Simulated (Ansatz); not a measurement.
The relaxed structure here is a generated cell of HfN: the first start was made by placing the elements on the sites of a structure type, and the end was not matched to a known phase here, so it may be hypothetical. Known forms of HfN include space group No. 225.

A relaxed structure of HfN. Computed with PBEsol (plane waves to 420 eV, PAW, scalar-relativistic; Ansatz, a first-principles code).

```cif
data_HfN
_chemical_formula_sum 'N1 Hf1'
_space_group_name_H-M_alt 'P 1'
_space_group_IT_number 1
_cell_length_a 2.79104
_cell_length_b 2.79104
_cell_length_c 2.79104
_cell_angle_alpha 90.000
_cell_angle_beta 90.000
_cell_angle_gamma 90.000
loop_
_space_group_symop_operation_xyz
  'x, y, z'
loop_
_atom_site_label
_atom_site_type_symbol
_atom_site_fract_x
_atom_site_fract_y
_atom_site_fract_z
_atom_site_occupancy
N1 N 0.50000 0.50000 0.50000 1
Hf1 Hf 0.00000 0.00000 0.00000 1
```

### Question
Determine the symmetry and give the standard cell with its independent sites.

### Answer
Space group Pm-3m (No. 221); a = 2.7910 Å, b = 2.7910 Å, c = 2.7910 Å, α = 90.00°, β = 90.00°, γ = 90.00°

```tsv
atom	site	symmetry	x	y	z
N	1b	m-3m	0.5000	0.5000	0.5000
Hf	1a	m-3m	0.0000	0.0000	0.0000
```

This is the CsCl type.

### Question
Give the shortest distances between elements (the closest pairs, up to four, under 3.6 Å).

### Answer
Hf–N 2.42 Å; N–N 2.79 Å; Hf–Hf 2.79 Å.

| Item | Value |
|---|---|
| Volume per atom | 10.87 Å³ |
| Density | 14.70 g/cm³ |
| Band gap | zero (metallic) |

No spin polarisation in the result. The relaxed primitive cell holds an odd number of electrons. A magnetic state may lie lower.

The run could not lose the symmetry of its start, so the end can be a saddle point.
